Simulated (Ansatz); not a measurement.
Profile along the Se–Be line in BeSe (zinc blende)

BeSe (zinc blende), conventional cell a = 5.1778 Å, b = 5.1778 Å, c = 5.1778 Å, α = 90.00°, β = 90.00°, γ = 90.00°. The calculation uses the primitive cell of 2 atoms, to which meshes and values per cell refer.

Fields along a shortest Se–Be line of a {110} plane (2.24 Å), from Se to Be, interpolated on the slice's grid (step about 0.3 Å). Level of theory: PBE (plane waves to 420 eV, PAW, scalar-relativistic; Ansatz, an electronic-structure program). k mesh 11×11×11. Near the nuclei the fields are pseudised (PAW); where an atom keeps semicore shells as valence, they peak there. BeSe was relaxed with its symmetry unable to fall.

```json
[
 {"distance from Se (Å)": "0.00", "valence electron density (e/Å³)": "45.20", "electron localisation function": "x", "density of the highest valence band (e/Å³)": "0.002", "density of the lowest conduction band (e/Å³)": "0.091"},
 {"distance from Se (Å)": "0.11", "valence electron density (e/Å³)": "40.13", "electron localisation function": "x", "density of the highest valence band (e/Å³)": "0.024", "density of the lowest conduction band (e/Å³)": "0.095"},
 {"distance from Se (Å)": "0.22", "valence electron density (e/Å³)": "28.48", "electron localisation function": "x", "density of the highest valence band (e/Å³)": "0.078", "density of the lowest conduction band (e/Å³)": "0.103"},
 {"distance from Se (Å)": "0.34", "valence electron density (e/Å³)": "16.60", "electron localisation function": "x", "density of the highest valence band (e/Å³)": "0.142", "density of the lowest conduction band (e/Å³)": "0.108"},
 {"distance from Se (Å)": "0.45", "valence electron density (e/Å³)": "8.36", "electron localisation function": "0.51", "density of the highest valence band (e/Å³)": "0.199", "density of the lowest conduction band (e/Å³)": "0.105"},
 {"distance from Se (Å)": "0.56", "valence electron density (e/Å³)": "3.99", "electron localisation function": "0.68", "density of the highest valence band (e/Å³)": "0.237", "density of the lowest conduction band (e/Å³)": "0.093"},
 {"distance from Se (Å)": "0.67", "valence electron density (e/Å³)": "2.04", "electron localisation function": "0.79", "density of the highest valence band (e/Å³)": "0.244", "density of the lowest conduction band (e/Å³)": "0.076"},
 {"distance from Se (Å)": "0.78", "valence electron density (e/Å³)": "1.23", "electron localisation function": "0.84", "density of the highest valence band (e/Å³)": "0.241", "density of the lowest conduction band (e/Å³)": "0.059"},
 {"distance from Se (Å)": "0.90", "valence electron density (e/Å³)": "0.89", "electron localisation function": "0.87", "density of the highest valence band (e/Å³)": "0.219", "density of the lowest conduction band (e/Å³)": "0.046"},
 {"distance from Se (Å)": "1.01", "valence electron density (e/Å³)": "0.71", "electron localisation function": "0.88", "density of the highest valence band (e/Å³)": "0.192", "density of the lowest conduction band (e/Å³)": "0.043"},
 {"distance from Se (Å)": "1.12", "valence electron density (e/Å³)": "0.58", "electron localisation function": "0.89", "density of the highest valence band (e/Å³)": "0.165", "density of the lowest conduction band (e/Å³)": "0.044"},
 {"distance from Se (Å)": "1.23", "valence electron density (e/Å³)": "0.49", "electron localisation function": "0.90", "density of the highest valence band (e/Å³)": "0.141", "density of the lowest conduction band (e/Å³)": "0.054"},
 {"distance from Se (Å)": "1.34", "valence electron density (e/Å³)": "0.41", "electron localisation function": "0.90", "density of the highest valence band (e/Å³)": "0.122", "density of the lowest conduction band (e/Å³)": "0.067"},
 {"distance from Se (Å)": "1.46", "valence electron density (e/Å³)": "0.36", "electron localisation function": "0.87", "density of the highest valence band (e/Å³)": "0.106", "density of the lowest conduction band (e/Å³)": "0.081"},
 {"distance from Se (Å)": "1.57", "valence electron density (e/Å³)": "0.31", "electron localisation function": "0.72", "density of the highest valence band (e/Å³)": "0.093", "density of the lowest conduction band (e/Å³)": "0.093"},
 {"distance from Se (Å)": "1.68", "valence electron density (e/Å³)": "0.27", "electron localisation function": "0.46", "density of the highest valence band (e/Å³)": "0.079", "density of the lowest conduction band (e/Å³)": "0.096"},
 {"distance from Se (Å)": "1.79", "valence electron density (e/Å³)": "0.21", "electron localisation function": "0.19", "density of the highest valence band (e/Å³)": "0.062", "density of the lowest conduction band (e/Å³)": "0.089"},
 {"distance from Se (Å)": "1.90", "valence electron density (e/Å³)": "0.15", "electron localisation function": "x", "density of the highest valence band (e/Å³)": "0.043", "density of the lowest conduction band (e/Å³)": "0.070"},
 {"distance from Se (Å)": "2.02", "valence electron density (e/Å³)": "0.10", "electron localisation function": "x", "density of the highest valence band (e/Å³)": "0.023", "density of the lowest conduction band (e/Å³)": "0.042"},
 {"distance from Se (Å)": "2.13", "valence electron density (e/Å³)": "0.06", "electron localisation function": "x", "density of the highest valence band (e/Å³)": "0.007", "density of the lowest conduction band (e/Å³)": "0.016"},
 {"distance from Se (Å)": "2.24", "valence electron density (e/Å³)": "0.05", "electron localisation function": "x", "density of the highest valence band (e/Å³)": "0.000", "density of the lowest conduction band (e/Å³)": "0.004"}
]
```

x: too close to a nucleus for the ELF to mean much. Band densities are of whole bands, smooth part only.

Density on the Se–Be line (2.24 Å) at its midpoint: 0.58 e/Å³. ELF at that point: 0.9. ELF maximum in the middle third of the Se–Be line: 0.90, 1.3 Å from Se.
